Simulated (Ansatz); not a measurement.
Here is the system:

BaNbNO2:
```
CELL_PARAMETERS angstrom
      4.11686     0.00000     0.00000
      0.00000     4.11686     0.00000
      0.00000     0.00000     4.09856
ATOMIC_POSITIONS crystal
  Ba 0.00000 0.00000 0.00000
  Nb 0.50000 0.50000 0.50000
  N  0.50000 0.50000 0.00000
  O  0.00000 0.50000 0.50000
  O  0.50000 0.00000 0.50000
```

This is the r²SCAN-relaxed structure.

Question: All from r²SCAN in the plane-wave PAW code Ansatz, unless another level is named. Predict the highest zone-centre frequency (without LO–TO term).

Answer: 489 cm^-1.

Question: And the Debye temperature from the elastic constants?

Answer: 598 K.

Space group P4/mmm. The first step of the workflow began from a Materials Project structure, measured or hypothetical; the Crystallography Open Database copy checked does not list it. With N and O taken as one species the cell has the higher symmetry Pm-3m, so it may be an ordered model of a mixed-site phase. Whether it is the stable phase at ambient conditions was not checked. The r²SCAN relaxation kept the symmetry of its start. At this level the phase is dynamically unstable (imaginary phonons). The run is not spin-polarised. Spin–orbit coupling is left out wherever it is not named.

Potentials: the later of the program's two PAW sets.
